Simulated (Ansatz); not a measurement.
AlP:
```xyz
4
Lattice="3.6041 0.0000 0.0000 -1.8020 3.1212 0.0000 0.0000 0.0000 5.7772" Properties=species:S:1:pos:R:3 pbc="T T T"
Al     0.0000     0.0000     0.0000
Al     0.0000     0.0000     2.8886
P      0.0000     2.0808     1.4443
P      1.8020     1.0404     4.3329
```

Relaxed with PBE.

**Question.** List the phonon frequencies at the special points (DFPT on a 3×3×2 q-mesh, Fourier-interpolated; PBE in the plane-wave PAW code Ansatz).

**Answer.** In cm⁻¹; no LO–TO term at Γ, as the run had none.

```
q                                      frequencies
-  -----------------------------------------------
Γ        0 0 0 176 176 218 260 260 308 312 312 423
M   95 120 184 207 208 213 222 303 304 336 336 391
K  153 161 179 179 231 231 263 263 314 325 325 341
A  103 103 103 103 218 218 310 310 310 310 359 359
L  162 162 181 181 208 208 296 296 297 297 353 353
H  132 132 204 204 210 210 271 271 325 325 355 355
```

Space group P6_3/mmc (NiAs type). The cell is a constructed one: a structure type filled with these elements; neither database checked (COD, Materials Project) lists it. It is not the phase usual at ambient conditions (space group No. 216). The cell was relaxed with PBE under the symmetry of its start; phonons on a q-mesh show no instability. As this level gives no gap, phonon frequencies hold no LO–TO term and depend on the k-mesh and smearing (Fermi–Dirac, 0.1 eV here).

Potentials: the later of the program's two PAW sets.
